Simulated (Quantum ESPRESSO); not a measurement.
```
CELL_PARAMETERS angstrom
     -1.89250     1.89250     4.75980
      1.89250    -1.89250     4.75980
      1.89250     1.89250    -4.75980
ATOMIC_POSITIONS crystal
  Ti 0.00000 0.00000 0.00000
  Ti 0.75000 0.25000 0.50000
  O  0.20881 0.20881 0.00000
  O  0.95881 0.45881 0.50000
  O  0.54119 0.04119 0.50000
  O  0.79119 0.79119 0.00000
```
The cell was made here from an entry of the Crystallography Open Database (unchecked): atoms relaxed with PBE in the measured cell (PBE without dispersion, pw.x of a modified build of Quantum ESPRESSO, symmetry kept).  Stability against distortions was not tested. The run has no spin polarisation.

A lattice sum over point charges, one formal value an element (Ti +4, O -2), with no Sternheimer factor, costs far less than a self-consistent run. Taken along the main axis of each site's self-consistent tensor, it gives:

```json
[
 {"site": "Ti (atoms 1, 2)", "V along that axis, point charges (a.u.)": "0.024"},
 {"site": "O (atoms 3, 4, 5, 6)", "V along that axis, point charges (a.u.)": "0.188"}
]
```

Question: How do the values of PBE PAW (JTH datasets; density from pw.x of Quantum ESPRESSO, gradients reconstructed from it by a script) compare?

Answer: 
| site | Vzz, PAW (a.u.) | PAW over point charges |
|---|---|---|
| Ti | 0.138 | 5.9 |
| O | 0.176 | 0.9 |
  Cores are frozen. Against all-electron runs on small test molecules, this scheme's |Vzz| missed by −2 to +6 % on O. Ti had no test against all-electron runs.
